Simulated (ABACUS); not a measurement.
A self-consistent single point of MoS2 (R3m, 3 atoms in the cell; from Materials Project mp-1434, changed as shown) with ABACUS.

All values come from this method and carry its errors: PBE, PseudoDojo 0.5 standard norm-conserving PBE (tails mended) pseudopotentials (plane waves; ABACUS 3.10.1).

The change in words: volume scaled by 0.96. Reference geometry (R3m):
```yaml
crystal:
  lattice:
    - [1.59215, 0.91923, 6.48210]
    - [-1.59215, 0.91923, 6.48210]
    - [0.00000, -1.83846, 6.48210]
  atoms:
    - { symbol: Mo, position: [0.99978, 0.99978, 0.99978] }
    - { symbol: S, position: [0.41294, 0.41294, 0.41294] }
    - { symbol: S, position: [0.25330, 0.25330, 0.25330] }
```

Reference input (self-consistent single point, DFT, PBE, plane waves, PseudoDojo 0.5 standard norm-conserving PBE (tails mended) pseudopotentials): KPT = Gamma 6 6 6 0 0 0; basis_type = pw; ecutwfc = 80 Ry; smearing_method = gaussian; smearing_sigma = 0.00367493 Ry; potentials = PseudoDojo 0.5 standard norm-conserving PBE (tails mended); symmetry = 1; ks_solver = dav; scf_nmax = 100; scf_thr = 1.0e-09 Ry; mixing_type = pulay; mixing_beta = 0.4. This run's input differs from it in these lines:

```diff
@@ -24,8 +24,8 @@
 LATTICE_CONSTANT
-12.73254
+12.560459
 
 LATTICE_VECTORS
-   0.2363022185    0.1364291152    0.9620542101
-  -0.2363022185    0.1364291152    0.9620542101
-   0.0000000000   -0.2728582303    0.9620542101
+   0.2363022181    0.1364291781    0.9620542024
+  -0.2363022181    0.1364291781    0.9620542024
+   0.0000000000   -0.2728582058    0.9620542024
```

Output, abridged:

```
 SELF-CONSISTENT
 -------------------------------------------

                                 init_chg = atomic

 PW ALGORITHM --------------- ION=   1  ELEC=   1--------------------------------

 Density error is 0.423313316856
                          Error Threshold = 0.01
 E_KohnSham     -184.6647209427      -2512.4924244007
 E_Fermi        0.8725292172         11.8713690255

 PW ALGORITHM --------------- ION=   1  ELEC=   2--------------------------------

 Density error is 0.164390691239
                          Error Threshold = 0.00162812814175
 E_KohnSham     -184.7396451878      -2513.5118210520
   [... lines left out ...]

 Density error is 1.98363832206e-08
                          Error Threshold = 6.11864099119e-10
 E_KohnSham     -184.7617114896      -2513.8120484908
 E_Fermi        0.8429969737         11.4695622391

 PW ALGORITHM --------------- ION=   1  ELEC=  10--------------------------------

 Density error is 5.22953088464e-10
                          Error Threshold = 7.62937816178e-11
 E_KohnSham     -184.7617114939      -2513.8120485497
 E_KS(sigma->0) -184.7617114939      -2513.8120485497
 E_entropy(-TS) -0.0000000000        -0.0000000000
 E_Fermi        0.8430087786         11.4697228532
 charge density convergence is achieved
 final etot is -2513.8120485 eV
 EFERMI = 11.469722853 eV

 STATE ENERGY(eV) AND OCCUPATIONS    NSPIN == 1
   [... 20 lines left out ...]

 TOTAL-FORCE (eV/Angstrom)
                       Mo1         0.0000000000         0.0000000000        -0.0006660998
                        S1         0.0000000000         0.0000000000         0.8822014843
                        S2         0.0000000000         0.0000000000        -0.8815353846

 TOTAL-STRESS (KBAR)
        69.9858524779        -0.0000000000         0.0000000000
         0.0000000000        69.9858742936        -0.0000036470
        -0.0000000000        -0.0000036470        91.3589469148
 TOTAL-PRESSURE: 77.110225 KBAR

 --------------------------------------------
 !FINAL_ETOT_IS -2513.8120485497188383 eV
 --------------------------------------------
```

The run converged in 10 iterations. Against the reference run the free energy goes up by 21.2 meV/atom, the pressure goes from 1.42 to 7.71 GPa, the largest force goes from 0.173 to 0.882 eV/Å and the gap on the mesh goes from 1.079 to 1.108 eV.

The structure comes from a collection of computed structures, made at another level of theory; the collection holds predicted forms beside known ones.

Cost on one core: around 4 core-minutes (rough).

“Tails mended”: in these copies of the files the far tail of each local potential was reset to the Coulomb form.
